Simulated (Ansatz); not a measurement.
YPO4:
```
YPO4
1.0
   -3.45197     3.45197     3.01258
    3.45197    -3.45197     3.01258
    3.45197     3.45197    -3.01258
Y P O
2 2 8
Direct
  0.00000   0.00000   0.00000
  0.75000   0.25000   0.50000
  0.25000   0.75000   0.50000
  0.50000   0.50000   0.00000
  0.16605   0.34069   0.82535
  0.09069   0.76534   0.67465
  0.51534   0.34069   0.17465
  0.09069   0.41605   0.32535
  0.58395   0.90931   0.67465
  0.65931   0.83395   0.17465
  0.23466   0.90931   0.32535
  0.65931   0.48466   0.82535
```

Relaxed with r²SCAN.

Give the Bader charges and basin volumes of the independent atoms, plane-wave PAW r²SCAN (Ansatz code).



```json
[
 {"atom": "Y1", "Bader charge (e)": "+2.35", "Bader volume (Å³)": "11.8"},
 {"atom": "P3", "Bader charge (e)": "+3.88", "Bader volume (Å³)": "2.7"},
 {"atom": "O5", "Bader charge (e)": "-1.56", "Bader volume (Å³)": "14.3"}
]
```

Space group I4_1/amd. The workflow started from a Materials Project entry (that database holds measured and hypothetical structures alike); the Crystallography Open Database files this formula in space group No. 141, but the cells were not matched. Its standing as an ambient phase is unchecked. The r²SCAN relaxation kept the symmetry of its start; its stability against distortions is not shown here. No spin polarisation was allowed.

Potentials: the later of the program's two PAW sets.
